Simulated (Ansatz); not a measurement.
Below is a relaxed structure of MgCdC₄N₄. The cell was found from a structure generator's guess, not taken from experiment.

Level of theory: Ansatz, DFT PBE, scalar-relativistic, plane waves, PAW. Cutoff 420 eV, Γ-centred mesh, Gaussian smearing, no spin polarisation.

```yaml
crystal:
  lattice:
    - [6.28130, 0.00000, 0.00000]
    - [0.00000, 6.28130, 0.00000]
    - [0.00000, 0.00000, 6.28130]
  atoms:
    - { symbol: Mg, position: [0.50000, 0.50000, 0.50000] }
    - { symbol: Cd, position: [0.00000, 0.00000, 0.00000] }
    - { symbol: C, position: [0.20472, 0.20472, 0.20472] }
    - { symbol: C, position: [0.20472, 0.79528, 0.79528] }
    - { symbol: C, position: [0.79528, 0.20472, 0.79528] }
    - { symbol: C, position: [0.79528, 0.79528, 0.20472] }
    - { symbol: N, position: [0.31173, 0.31173, 0.31173] }
    - { symbol: N, position: [0.31173, 0.68827, 0.68827] }
    - { symbol: N, position: [0.68827, 0.31173, 0.68827] }
    - { symbol: N, position: [0.68827, 0.68827, 0.31173] }
```

Energies over the elements count from the elements' standard structures at the same level (N₂ as a molecule), with no fitted energy shifts.

(1) What space group does it have?

(2) How far does it lie from the elements in energy?

(3) Is it a metal?

(4) From what recipe could a structure generator have reached it?

## Answers

(1) P-43m (No. 215). Conventional cell: a = 6.281 Å. Around Mg lie 4 N at 2.05 Å; Cd is surrounded by 4 C at 2.23 Å; C has 1 N at 1.16 Å and 1 Cd at 2.23 Å; N has 1 C at 1.16 Å and 1 Mg at 2.05 Å.

(2) +0.075 eV/atom. The separate elements lie lower, so it is unstable against them.

(3) No, the gap on the 4×4×4 mesh is 6.15 eV.

(4) One such recipe: two interpenetrating cyanide-bridged diamond nets (P-43m, No. 215). Other recipes can lead to the same cell.

The last run used a 4×4×4 mesh for its 10-atom cell and Gaussian smearing of 0.02 eV. Kohn–Sham gaps at this level usually fall short of measured ones. The reference form of C is held partly by dispersion forces, which this level lacks. A structure relaxed within its symmetry needn't be a true minimum.
